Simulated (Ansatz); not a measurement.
One crystal and one scan (frozen-phonon scan) at two levels, r2SCAN (plane waves to 500 eV, PAW, scalar-relativistic; Ansatz, an electronic-structure program) and PBE (plane waves to 420 eV, PAW, scalar-relativistic; Ansatz), each from its own relaxed cell and on its own mesh. The cell shown is that of r2SCAN.

Hf (hcp, Mg type)

```yaml
crystal:
  lattice:
    - [6.39583, 0.00000, 0.00000]
    - [-1.59896, 2.76947, 0.00000]
    - [0.00000, 0.00000, 5.04735]
  atoms:
    - { symbol: Hf, position: [0.16667, 0.66667, 0.75000] }
    - { symbol: Hf, position: [0.66667, 0.66667, 0.75000] }
    - { symbol: Hf, position: [0.33333, 0.33333, 0.25000] }
    - { symbol: Hf, position: [0.83333, 0.33333, 0.25000] }
```

The atoms are displaced by Q × the pattern below (from a DFPT mode at M = (0.5, 0.0, 0.0), largest move 1; Q in Å), at fixed cell. (q is in reciprocal vectors of the primitive cell; the cell shown is doubled to hold the pattern.)

| atom | x | y | z |
|---|---|---|---|
| Hf1 | 0.000 | 0.000 | 1.000 |
| Hf2 | 0.000 | 0.000 | -1.000 |
| Hf3 | 0.000 | 0.000 | 1.000 |
| Hf4 | 0.000 | 0.000 | -1.000 |

Hf is run without spin polarisation. Hf was relaxed with its symmetry unable to fall. Spin-orbit coupling is left out, though Hf is heavy. With partly filled bands, energies and forces of such displacements shift with the k mesh and the smearing. Percentages come from the unrounded values. Both scans cover Q from -0.180 to 0.180 Å.

Results of r2SCAN:

```
Quantity                                                                                                                                           Value
----------------------------------------------------------------------------------------  --------------------------------------------------------------
Lattice constant a (Å)                                                                                                                             3.198
Lattice constant c (Å)                                                                                                                             5.047
Relaxed volume (Å³/atom)                                                                                                                           22.35
Energy at Q = 0.180 Å (meV/cell)                                                                                                                     270
Harmonic wavenumber from the curvature (finite differences) (cm⁻¹ (negative: imaginary))                                                              76
Space group of the distorted cell                                                                                   Pnnm (No. 58), lowered from P6_3/mmc
Symmetry of the curve                                                                                                      even: the same for both signs
Shape of the curve                                                                        a single well with its minimum at or next to zero displacement
```

Estimate the PBE values.


| quantity | PBE | r2SCAN − PBE |
|---|---|---|
| Lattice constant a (Å) | 3.204 | -0.006 (-0.2 %) |
| Lattice constant c (Å) | 5.069 | -0.022 (-0.4 %) |
| Relaxed volume (Å³/atom) | 22.54 | -0.19 (-0.8 %) |
| Energy at Q = 0.180 Å (meV/cell) | 248 | +22 (+9 %) |
| Harmonic wavenumber from the curvature (finite differences) (cm⁻¹ (negative: imaginary)) | 73 | +3 (+5 %) |

r2SCAN gives the higher value for: energy at Q = 0.180 Å; harmonic wavenumber from the curvature. r2SCAN gives the lower value for: lattice constant c; relaxed volume. They agree on: lattice constant a (within 0.2 %). Both give the same space group of the distorted cell: Pnnm (No. 58), lowered from P6_3/mmc. Neither level is exact: the differences show how much the result hangs on the functional.

(For displaced atoms, the force is minus the slope of the energy, and its curvature is a force constant, which sets phonon frequencies.)
